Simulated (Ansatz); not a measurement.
CuI:
```xyz
4
Lattice="4.0073 0.0000 0.0000 -2.0036 3.4704 0.0000 0.0000 0.0000 7.0143" Properties=species:S:1:pos:R:3 pbc="T T T"
Cu     2.0036     1.1568     4.1678
Cu     0.0000     2.3136     2.8465
I      0.0000     2.3136     5.3830
I      2.0036     1.1568     1.6312
```

Relaxed with LDA. Special points in fractions of this cell's reciprocal vectors: Γ (0.000, 0.000, 0.000); M (0.500, 0.000, 0.000); K (0.333, 0.333, 0.000); A (0.000, 0.000, 0.500); L (0.500, 0.000, 0.500); H (0.333, 0.333, 0.500).

Task: List the band energies nearest the valence-band maximum at these points for LDA (plane waves, PAW; program Ansatz).

Result: In eV from the valence-band maximum; about four levels below and three above (degenerate sets whole), none deeper than 8.9 eV; points with the same levels are listed once.

```
k                        below           above
-  ---------------------------  --------------
Γ  -0.50 -0.50 -0.48 0.00 0.00  1.56 3.04 4.72
M      -1.63 -1.61 -1.56 -0.23  2.88 3.09 3.84
K      -1.82 -1.51 -1.51 -0.69  2.54 4.57 4.57
A      -0.37 -0.37 -0.17 -0.17  3.05 3.12 4.51
L      -1.70 -1.52 -1.31 -0.52  2.35 2.68 3.61
H      -1.83 -1.27 -1.27 -0.98  3.07 3.07 3.96
```

Space group P-3m1. The workflow started from a Materials Project entry (that database holds measured and hypothetical structures alike); the Crystallography Open Database copy checked does not list it. It is not the phase usual at ambient conditions (space group No. 216). The cell was relaxed with LDA under the symmetry of its start; phonons on a q-mesh show no instability. No spin polarisation was allowed. A crystal of weakly bound layers computed without a dispersion correction: the cell and the soft elastic constants depend strongly on that. Scalar-relativistic: spin–orbit coupling is off unless named, which matters more the heavier the elements.

Potentials: the later of the program's two PAW sets.
